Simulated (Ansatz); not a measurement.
Is this SnGe3O4 structure a true minimum?

The cell was found from a structure generator's guess, not taken from experiment.

Level of theory: DFT PBE, scalar-relativistic, plane waves, PAW (Ansatz). Settings: cutoff 420 eV, Γ-centred mesh 6×6×6 on the computed 8-atom cell, Gaussian smearing of 0.02 eV; no spin polarisation.

The cell below (8 atoms, space group P1 (No. 1)) is relaxed within its symmetry.

```yaml
crystal:
  lattice:
    - [5.07667, 0.00000, 0.00000]
    - [-0.11955, 5.66662, 0.00000]
    - [-2.46371, -1.95124, 5.52121]
  atoms:
    - { symbol: Sn, position: [0.40755, 0.41341, 0.74525] }
    - { symbol: Ge, position: [0.69009, 0.08329, 0.28061] }
    - { symbol: Ge, position: [0.09082, 0.58938, 0.28179] }
    - { symbol: Ge, position: [0.80822, 0.90539, 0.70846] }
    - { symbol: O, position: [0.91119, 0.84787, 0.42895] }
    - { symbol: O, position: [0.46419, 0.66293, 0.56207] }
    - { symbol: O, position: [0.01164, 0.34621, 0.42032] }
    - { symbol: O, position: [0.61629, 0.15151, 0.57254] }
```

For the test it was strained at random (σ = 1.5 % a component), the atoms were moved at random (σ = 0.10 Å), and all was relaxed again on a coarse 4×4×4 mesh (in the run’s order of axes) with 0.10 eV smearing, with no symmetry imposed.

Weakly bound directions are ill-defined at this level, which has no dispersion term.

Problem. Does it come back?

Solution. It returns, within 1 meV/atom of the unmoved cell on that mesh and with the same symmetry when read at 0.1 Å. No instability shows in this cell; modes of other wave vectors, which need another repeat, aren't tested.
